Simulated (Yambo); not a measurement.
Yambo input for KLuO2 (space group R-3m, No. 166) under isotropic strain of -0.7 % on all lattice vectors (a = 6.386 Å, b = 6.386 Å, c = 6.386 Å, α = 30.23°, β = 30.23°, γ = 30.23°), on norm-conserving PBEsol (Quantum ESPRESSO, 100 Ry, no spin-orbit coupling) wavefunctions on a 8×8×8 mesh:

```
optics
chi
dipoles
kernel
FFTGvecs= 40 Ry
Chimod= "HARTREE"
NGsBlkXd= 4 Ry
% QpntsRXd
 1 | 1 |
%
% BndsRnXd
 2 | 57 |
%
GrFnTpXd= "R"
% EnRngeXd
 0.0 | 20.0 | eV
%
% DmRngeXd
 0.2 | 0.2 | eV
%
CGrdSpXd= 50
ETStpsXd= 161
% LongDrXd
 1.0 | 0.0 | 0.0 |
%
```

First lines of the file o-*.eps_q1_inv_rpa_dyson:

```
Absorption @ Q(1):   1.00000000     0.00000000     0.00000000    [q->0 direction]
#
# [ X ] Hartree size     :   61
# [GEN] GF Energies     : Perdew, Burke & Ernzerhof SOL(X)+Perdew, Burke & Ernzerhof SOL(C)
# [GEN] Green`s Function     : Retarded
#
# [GEN] Gauge     : Length
# [GEN] [r,Vnl] included     : yes
#
#    E[1] [eV]     Im(eps)     Re(eps)     Im(eps_o)     Re(eps_o)
#
     0.000000     0.312683E-8     3.980238     0.15865E-17     4.426557
     0.125000     0.002561     3.981035     0.002912     4.427463
     0.250000     0.005136     3.983428     0.005840     4.430183
     0.375000     0.007740     3.987431     0.008799     4.434734
     0.500000     0.010387     3.993065     0.011808     4.441140
     0.625000     0.013092     4.000363     0.014883     4.449437
     0.750000     0.015874     4.009366     0.018043     4.459671
     0.875000     0.018748     4.020124     0.021309     4.471900
     1.000000     0.021737     4.032703     0.024704     4.486197
     1.125000     0.024862     4.047178     0.028252     4.502647
     1.250000     0.028148     4.063640     0.031982     4.521354
     1.375000     0.031624     4.082198     0.035926     4.542438
     1.500000     0.035325     4.102976     0.040123     4.566043
     1.625000     0.039290     4.126125     0.044618     4.592335
     1.750000     0.043566     4.151819     0.049462     4.621511
     1.875000     0.048211     4.180263     0.054721     4.653804
     2.000000     0.053294     4.211702     0.060471     4.689485
     2.125000     0.058901     4.246424     0.066810     4.728881
     2.250000     0.065141     4.284775     0.073857     4.772379
     2.375000     0.072155     4.327175     0.081769     4.820448
     2.500000     0.080125     4.374131     0.090746     4.873656
     2.625000     0.089295     4.426274     0.101058     4.932706
     2.750000     0.100001     4.484390     0.113074     4.998473
     2.875000     0.112722     4.549479     0.127314     5.072068
     3.000000     0.128165     4.622840     0.144543     5.154927
     3.125000     0.147429     4.706187     0.165940     5.248940
     3.250000     0.172332     4.801822     0.193438     5.356641
     3.375000     0.206130     4.912834     0.230452     5.481428
     3.500000     0.255198     5.042983     0.283581     5.627515
     3.625000     0.332716     5.194176     0.366342     5.797622
     3.750000     0.459194     5.353425     0.500348     5.980656
     3.875000     0.631987     5.488622     0.688251     6.146352
     4.000000     0.825889     5.585043     0.912921     6.273791
```
(The file goes on to the top of the energy range.) Convergence of the RPA response with its 8×8×8 mesh was not tested.

Geometry strained from the cell relaxed with PBEsol, atoms relaxed again.

The structure is a Materials Project entry; no match was found in the copy of COD used, and its stability was not checked.
